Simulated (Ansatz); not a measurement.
Si₃Ge (P-4m2), relaxed with PBEsol (Ansatz, an electronic-structure program, plane waves, PAW): a = b = 3.8813 Å, c = 5.4784 Å, α = β = γ = 90.00°.

- gap (eV): 0.25
- ΔH_f (eV/atom): 0.01
- B₀ by P(V) fit (GPa): 87.3
- K_Hill (GPa): 87.6
- G_Hill (GPa): 59.2
- electron conductivity mass (mₑ): 0.28
- Θ_D (K): 520

### Question
The same phase is relaxed and computed with r²SCAN in the same code. What are the cell and these values now?

### Answer
a = b = 3.8862 Å, c = 5.4887 Å, α = β = γ = 90.00°.

* **gap (eV)**: 0.56
* **ΔH_f (eV/atom)**: 0.01
* **B₀ by P(V) fit (GPa)**: 90.6
* **K_Hill (GPa)**: 90.9
* **G_Hill (GPa)**: 66.2
* **electron conductivity mass (mₑ)**: 0.29
* **Θ_D (K)**: 550

Typed or built starts, not in the databases checked: Si3Ge, P-4m2 (Si on 2g, Si on 1a, Ge on 1c). All cells were relaxed under the symmetry of their starts (and spin orders); stability against distortions was not tested throughout. Spin–orbit coupling is left out wherever it is not named.

Potentials: the later of the program's two PAW sets.

Ansatz is a plane-wave DFT program.

Formation energies count from the lowest solids of the elements computed at the same level, not from gases.
